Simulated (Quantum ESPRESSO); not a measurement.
# Ga7ZnP5SAs2: finding a planted mistake in a log

Computed values, not a measurement. The program is pw.x of Quantum ESPRESSO 7.5 (plane-wave density functional theory). The cell is made up: 16 atoms on a doubled zincblende/diamond lattice, with randomly drawn elements, strain and displacements, not relaxed. PseudoDojo standard norm-conserving files (v0.5 for PBE, v0.4.1 for LDA and PBEsol) set the functional; there is no spin polarisation, spin-orbit coupling or dispersion term, and the masses in the input are unused placeholders.

Intended input:

```
&control calculation='scf', pseudo_dir='./dojo.nc.sr.pbe.v0_5.standard.upf', outdir='./o', disk_io='low', tprnfor=.true., tstress=.true. /
&system ibrav=0, nat=16, ntyp=5, nbnd=92, ecutwfc=84.00895049, nosym=.true., tot_charge=0,
 occupations='smearing', smearing='fd', degauss=0.0018374661
/
&electrons conv_thr=7.350e-09, electron_maxstep=60, /
ATOMIC_SPECIES
As 1.0 As.upf
Ga 1.0 Ga.upf
P 1.0 P.upf
S 1.0 S.upf
Zn 1.0 Zn.upf
CELL_PARAMETERS angstrom
5.6476 -0.0287 -0.0363
-0.0287 5.6297 0.0548
-0.0726 0.1095 11.1352
ATOMIC_POSITIONS angstrom
Ga 0.0203 -0.0206 0.0172
Ga -0.0394 2.8633 2.8224
Ga 2.8114 0.0081 2.7951
Ga 2.7997 2.8035 0.0139
Ga -0.0222 0.0672 5.5184
Ga -0.0607 2.8682 8.3491
Ga 2.8031 0.1076 8.3793
Zn 2.7795 2.8606 5.5776
P 1.4452 1.4202 1.4136
S 1.3832 4.2421 4.2214
P 4.2205 1.4124 4.149
As 4.2065 4.2247 1.3785
P 1.3356 1.4386 6.9678
As 1.3392 4.2969 9.754
P 4.1799 1.468 9.7447
P 4.2147 4.2796 6.9682
K_POINTS automatic
4 4 2 1 1 1
```

The log is shortened where brackets say so; the opening notice, blank lines, dates and the lines on written files are dropped, and the path of the files is cut. It prints rydbergs, bohrs and kilobars, and counts compression as positive stress. Where no state is partly filled, the Fermi energy that it prints is only some level between the filled and the empty states on the mesh, and need not lie in the true gap.

Log of the intended run:

```
     Program PWSCF v.7.5
     Parallel version (MPI & OpenMP), running on       4 processor cores
     Number of MPI processes:                 4
     Threads/MPI process:                     1
     [start-up lines left out]
     bravais-lattice index     =            0
     lattice parameter (alat)  =      10.6728  a.u.
     unit-cell volume          =    2388.7630 (a.u.)^3
     number of atoms/cell      =           16
     number of atomic types    =            5
     number of electrons       =       172.00
     number of Kohn-Sham states=           92
     kinetic-energy cutoff     =      84.0090  Ry
     charge density cutoff     =     336.0358  Ry
     scf convergence threshold =      7.3E-09
     mixing beta               =       0.7000
     number of iterations used =            8  plain     mixing
     Exchange-correlation= PBE
                           (   1   4   3   4   0   0   0)
     [axes and pseudopotential details left out]
   Cartesian axes
     site n.     atom                  positions (alat units)
         1        Ga     tau(   1) = (   0.0035943  -0.0036474   0.0030454  )
         2        Ga     tau(   2) = (  -0.0069762   0.5069771   0.4997353  )
         3        Ga     tau(   3) = (   0.4977877   0.0014342   0.4949016  )
         4        Ga     tau(   4) = (   0.4957161   0.4963889   0.0024611  )
         5        Ga     tau(   5) = (  -0.0039307   0.0118985   0.9770902  )
         6        Ga     tau(   6) = (  -0.0107476   0.5078447   1.4782952  )
         7        Ga     tau(   7) = (   0.4963181   0.0190517   1.4836424  )
         8        Zn     tau(   8) = (   0.4921394   0.5064990   0.9875722  )
         9        P      tau(   9) = (   0.2558877   0.2514612   0.2502926  )
        10        S      tau(  10) = (   0.2449100   0.7511080   0.7474429  )
        11        P      tau(  11) = (   0.7472835   0.2500801   0.7346237  )
        12        As     tau(  12) = (   0.7448047   0.7480272   0.2440778  )
        13        P      tau(  13) = (   0.2364819   0.2547191   1.2337216  )
        14        As     tau(  14) = (   0.2371193   0.7608109   1.7270473  )
        15        P      tau(  15) = (   0.7400949   0.2599247   1.7254007  )
        16        P      tau(  16) = (   0.7462566   0.7577478   1.2337924  )
     number of k points=    16  Fermi-Dirac smearing, width (Ry)=  0.0018
                       cart. coord. in units 2pi/alat
        k(    1) = (   0.1264509   0.1248159   0.1263974), wk =   0.1250000
        k(    2) = (   0.1248332   0.1272766  -0.1272381), wk =   0.1250000
     [further k points left out]
     Dense  grid:   248473 G-vectors     FFT dimensions: (  64,  64, 125)
     Estimated max dynamical RAM per process >     707.05 MB
     Estimated total dynamical RAM >       2.58 GB
     Initial potential from superposition of free atoms
     starting charge     171.9799, renormalised to     172.0000
     Starting wfcs are  115 randomized atomic wfcs
     total cpu time spent up to now is       10.1 secs
     per-process dynamical memory:   478.5 Mb
     Self-consistent Calculation
     iteration #  1     ecut=    84.01 Ry     beta= 0.70
     Davidson diagonalization with overlap
     ethr =  1.00E-02,  avg # of iterations =  3.2
     Threshold (ethr) on eigenvalues was too large:
     Diagonalizing with lowered threshold
     Davidson diagonalization with overlap
     ethr =  3.72E-04,  avg # of iterations =  2.0
     total cpu time spent up to now is       52.8 secs
     total energy              =   -2004.46233490 Ry
     estimated scf accuracy    <       0.64463538 Ry
     iteration #  2     ecut=    84.01 Ry     beta= 0.70
     Davidson diagonalization with overlap
     ethr =  3.75E-04,  avg # of iterations =  7.4
     total cpu time spent up to now is       78.4 secs
     total energy              =   -2004.46092029 Ry
     estimated scf accuracy    <       0.75664095 Ry
     [iterations 3 to 11 left out]
     iteration # 12     ecut=    84.01 Ry     beta= 0.70
     Davidson diagonalization with overlap
     ethr =  5.15E-11,  avg # of iterations =  4.0
     total cpu time spent up to now is      317.6 secs
     total energy              =   -2004.68690957 Ry
     estimated scf accuracy    <       0.00000004 Ry
     iteration # 13     ecut=    84.01 Ry     beta= 0.70
     Davidson diagonalization with overlap
     ethr =  2.19E-11,  avg # of iterations =  2.1
     total cpu time spent up to now is      338.0 secs
     End of self-consistent calculation
     [lines on levels left out]
     the Fermi energy is     7.7118 ev
!    total energy              =   -2004.68690957 Ry
     estimated scf accuracy    <          4.5E-09 Ry
     smearing contrib. (-TS)   =      -0.00000000 Ry
     internal energy E=F+TS    =   -2004.68690957 Ry
     The total energy is F=E-TS. E is the sum of the following terms:
     one-electron contribution =   -1228.42824564 Ry
     hartree contribution      =     721.13863350 Ry
     xc contribution           =    -459.77619374 Ry
     ewald contribution        =   -1037.62110369 Ry
     convergence has been achieved in  13 iterations
     Forces acting on atoms (cartesian axes, Ry/au):
     atom    1 type  2   force =     0.01197405    0.03618026   -0.01563165
     atom    2 type  2   force =     0.00759151   -0.03623328   -0.00736139
     atom    3 type  2   force =     0.01049115    0.02089838   -0.00882818
     atom    4 type  2   force =     0.01410682   -0.03706507   -0.01184166
     atom    5 type  2   force =    -0.01270770    0.00527851    0.03826390
     atom    6 type  2   force =    -0.01572784   -0.01415269   -0.01809319
     atom    7 type  2   force =     0.01499543    0.00211891   -0.03880771
     atom    8 type  5   force =     0.01723148   -0.01735241    0.02866032
     atom    9 type  3   force =    -0.01925786    0.00006997    0.01123016
     atom   10 type  4   force =    -0.00584845    0.00591917   -0.00881767
     atom   11 type  3   force =    -0.00620264    0.00841674    0.00546229
     atom   12 type  1   force =    -0.01049317   -0.00191087    0.02622817
     atom   13 type  3   force =     0.01636718    0.00877659   -0.01219670
     atom   14 type  1   force =    -0.00734376    0.00200935    0.00892308
     atom   15 type  3   force =     0.00077251    0.01617143    0.01226529
     atom   16 type  3   force =    -0.01594872    0.00087502   -0.00945506
     Total force =     0.118388     Total SCF correction =     0.000350
     Computing stress (Cartesian axis) and pressure
          total   stress  (Ry/bohr**3)                   (kbar)     P=      -14.98
  -0.00012112   0.00006193   0.00006617          -17.82        9.11        9.73
   0.00006193  -0.00010685  -0.00009295            9.11      -15.72      -13.67
   0.00006617  -0.00009295  -0.00007754            9.73      -13.67      -11.41
     init_run     :      9.42s CPU      9.80s WALL (       1 calls)
     electrons    :    322.63s CPU    327.96s WALL (       1 calls)
     forces       :      4.28s CPU      4.43s WALL (       1 calls)
     stress       :     12.99s CPU     13.24s WALL (       1 calls)
     [timing details left out]
     PWSCF        :   5m49.69s CPU   5m55.95s WALL
     JOB DONE.
```

A second run was made from an input with one planted mistake. Its log:

```
     Program PWSCF v.7.5
     Parallel version (MPI & OpenMP), running on       4 processor cores
     Number of MPI processes:                 4
     Threads/MPI process:                     1
     [start-up lines left out]
     bravais-lattice index     =            0
     lattice parameter (alat)  =      10.6728  a.u.
     unit-cell volume          =    2388.7630 (a.u.)^3
     number of atoms/cell      =           16
     number of atomic types    =            5
     number of electrons       =       171.00
     number of Kohn-Sham states=           92
     kinetic-energy cutoff     =      84.0090  Ry
     charge density cutoff     =     336.0358  Ry
     scf convergence threshold =      7.3E-09
     mixing beta               =       0.7000
     number of iterations used =            8  plain     mixing
     Exchange-correlation= PBE
                           (   1   4   3   4   0   0   0)
     [axes and pseudopotential details left out]
   Cartesian axes
     site n.     atom                  positions (alat units)
         1        Ga     tau(   1) = (   0.0035943  -0.0036474   0.0030454  )
         2        Ga     tau(   2) = (  -0.0069762   0.5069771   0.4997353  )
         3        Ga     tau(   3) = (   0.4977877   0.0014342   0.4949016  )
         4        Ga     tau(   4) = (   0.4957161   0.4963889   0.0024611  )
         5        Ga     tau(   5) = (  -0.0039307   0.0118985   0.9770902  )
         6        Ga     tau(   6) = (  -0.0107476   0.5078447   1.4782952  )
         7        Ga     tau(   7) = (   0.4963181   0.0190517   1.4836424  )
         8        Zn     tau(   8) = (   0.4921394   0.5064990   0.9875722  )
         9        P      tau(   9) = (   0.2558877   0.2514612   0.2502926  )
        10        S      tau(  10) = (   0.2449100   0.7511080   0.7474429  )
        11        P      tau(  11) = (   0.7472835   0.2500801   0.7346237  )
        12        As     tau(  12) = (   0.7448047   0.7480272   0.2440778  )
        13        P      tau(  13) = (   0.2364819   0.2547191   1.2337216  )
        14        As     tau(  14) = (   0.2371193   0.7608109   1.7270473  )
        15        P      tau(  15) = (   0.7400949   0.2599247   1.7254007  )
        16        P      tau(  16) = (   0.7462566   0.7577478   1.2337924  )
     number of k points=    16  Fermi-Dirac smearing, width (Ry)=  0.0018
                       cart. coord. in units 2pi/alat
        k(    1) = (   0.1264509   0.1248159   0.1263974), wk =   0.1250000
        k(    2) = (   0.1248332   0.1272766  -0.1272381), wk =   0.1250000
     [further k points left out]
     Dense  grid:   248473 G-vectors     FFT dimensions: (  64,  64, 125)
     Estimated max dynamical RAM per process >     707.05 MB
     Estimated total dynamical RAM >       2.58 GB
     Initial potential from superposition of free atoms
     starting charge     171.9799, renormalised to     171.0000
     Starting wfcs are  115 randomized atomic wfcs
     total cpu time spent up to now is       10.7 secs
     per-process dynamical memory:   478.5 Mb
     Self-consistent Calculation
     iteration #  1     ecut=    84.01 Ry     beta= 0.70
     Davidson diagonalization with overlap
     ethr =  1.00E-02,  avg # of iterations =  3.2
     Threshold (ethr) on eigenvalues was too large:
     Diagonalizing with lowered threshold
     Davidson diagonalization with overlap
     ethr =  2.78E-04,  avg # of iterations =  2.9
     total cpu time spent up to now is       54.6 secs
     total energy              =   -2005.06168383 Ry
     estimated scf accuracy    <       0.48087396 Ry
     iteration #  2     ecut=    84.01 Ry     beta= 0.70
     Davidson diagonalization with overlap
     ethr =  2.81E-04,  avg # of iterations =  7.8
     total cpu time spent up to now is       78.8 secs
     total energy              =   -2004.89389008 Ry
     estimated scf accuracy    <       1.05468641 Ry
     [iterations 3 to 11 left out]
     iteration # 12     ecut=    84.01 Ry     beta= 0.70
     Davidson diagonalization with overlap
     ethr =  3.95E-11,  avg # of iterations =  4.0
     total cpu time spent up to now is      299.2 secs
     total energy              =   -2005.19936629 Ry
     estimated scf accuracy    <       0.00000003 Ry
     iteration # 13     ecut=    84.01 Ry     beta= 0.70
     Davidson diagonalization with overlap
     ethr =  1.58E-11,  avg # of iterations =  2.0
     total cpu time spent up to now is      317.8 secs
     End of self-consistent calculation
     [lines on levels left out]
     the Fermi energy is     6.8276 ev
!    total energy              =   -2005.19936630 Ry
     estimated scf accuracy    <          4.2E-09 Ry
     smearing contrib. (-TS)   =      -0.00072844 Ry
     internal energy E=F+TS    =   -2005.19863786 Ry
     The total energy is F=E-TS. E is the sum of the following terms:
     one-electron contribution =   -1229.16616340 Ry
     hartree contribution      =     720.55284324 Ry
     xc contribution           =    -458.96421401 Ry
     ewald contribution        =   -1037.62110369 Ry
     convergence has been achieved in  13 iterations
     Forces acting on atoms (cartesian axes, Ry/au):
     atom    1 type  2   force =     0.01356198    0.03516868   -0.01015763
     atom    2 type  2   force =     0.00975401   -0.03397704   -0.00531545
     atom    3 type  2   force =     0.00788946    0.01899871   -0.00680890
     atom    4 type  2   force =     0.01306177   -0.03622636   -0.00609537
     atom    5 type  2   force =    -0.00958452    0.00368542    0.02215081
     atom    6 type  2   force =    -0.01394288   -0.01381658   -0.01626276
     atom    7 type  2   force =     0.01442680    0.00164080   -0.03688408
     atom    8 type  5   force =     0.01576214   -0.01597773    0.01568322
     atom    9 type  3   force =    -0.01938637   -0.00038049    0.00701176
     atom   10 type  4   force =    -0.00596510    0.00565968   -0.00517122
     atom   11 type  3   force =    -0.00685995    0.00906181    0.00781799
     atom   12 type  1   force =    -0.01034661   -0.00129866    0.02220061
     atom   13 type  3   force =     0.01436052    0.00711528   -0.00328985
     atom   14 type  1   force =    -0.00924923    0.00391125    0.00587579
     atom   15 type  3   force =     0.00145542    0.01478487    0.00943193
     atom   16 type  3   force =    -0.01493742    0.00165036   -0.00018684
     Total force =     0.102997     Total SCF correction =     0.000371
     Computing stress (Cartesian axis) and pressure
          total   stress  (Ry/bohr**3)                   (kbar)     P=      -70.90
  -0.00050603   0.00004830   0.00007054          -74.44        7.10       10.38
   0.00004830  -0.00049589  -0.00009816            7.10      -72.95      -14.44
   0.00007054  -0.00009816  -0.00044404           10.38      -14.44      -65.32
     init_run     :     10.05s CPU     10.56s WALL (       1 calls)
     electrons    :    301.93s CPU    307.18s WALL (       1 calls)
     forces       :      4.08s CPU      4.18s WALL (       1 calls)
     stress       :     13.03s CPU     13.31s WALL (       1 calls)
     [timing details left out]
     PWSCF        :   5m29.31s CPU   5m35.61s WALL
     JOB DONE.
```

Question: what was wrong in the second input?

Answer: the cell has the wrong charge. The input lines that differ, file-writing options aside:

```
- &system ibrav=0, nat=16, ntyp=5, nbnd=92, ecutwfc=84.00895049, nosym=.true., tot_charge=0,
+ &system ibrav=0, nat=16, ntyp=5, nbnd=92, ecutwfc=84.00895049, nosym=.true., tot_charge=1,
```

```
                                            intended run  run with the mistake
                          free energy (eV)    -27275.155            -27282.127
                    smearing term -TS (eV)        0.0000               -0.0099
                            pressure (GPa)         -1.50                 -7.09
            largest force component (eV/Å)         0.998                 0.948
largest change of a force component (eV/Å)                               0.414
                                iterations            13                    13
```

For scale, a rerun of the intended cell at a cutoff of 1437 eV and k mesh 6 x 6 x 4 moved values by no more than 0.021 eV in energy, 0.02 GPa in stress and 0.004 eV/Å in force. The charged cell sits in a uniform background, so its energy and stress rest on the program's zero of potential.